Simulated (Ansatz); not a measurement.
The elements of this relaxed crystal are hidden behind letters.

```
lattice vectors (Å)
  -2.0098    2.0098    4.2044
   2.0098   -2.0098    4.2044
   2.0098    2.0098   -4.2044
fractional positions
X 0.7500 0.2500 0.5000
X 0.2500 0.7500 0.5000
X 0.5000 0.5000 0.0000
Z 0.0000 0.0000 0.0000
```

The calculation used Ansatz 0.2.0, DFT PBE, scalar-relativistic, plane waves, PAW. Cutoff 420 eV, Γ-centred 16×16×16 mesh (4-atom cell), Gaussian smearing of 0.10 eV, no spin polarisation.

- Space group: I4/mmm (No. 139)
- Conventional cell: a = 4.020 Å, c = 8.409 Å
- Volume per atom: 16.98 Å³
- Density: 14.82 g/cm³
- Energy over the elements: +0.16 eV/atom
- Gap on the 16×16×16 mesh of the 4-atom cell: 0 eV (a metal)

Energies are uncorrected and count from the elements' standard states at the same level.

Task: X is a d-block element of period 6 and Z is a d-block element of period 4. Which elements are they?

Result: X = Ta, Z = Cu, so the formula is Ta3Cu, here in the TiAl3 (D0_22) type. Density times volume gives a mean mass of 14.82 × 16.98/1.6605 = 151.5 u per atom, and this set has 151.6 u. Ta on a site of symmetry -4m2 has 8 Ta at 2.84–2.91 Å and 4 Cu at 2.91 Å; Ta on a site of symmetry 4/mmm has 4 Cu at 2.84 Å and 8 Ta at 2.91 Å; around Cu lie 12 Ta at 2.84–2.91 Å. Other sets within the hints have nearly the same mass, so mass alone doesn't settle it; this one was computed.

These runs have no spin–orbit coupling, which can matter for Ta. A structure relaxed within its symmetry needn't be a true minimum.
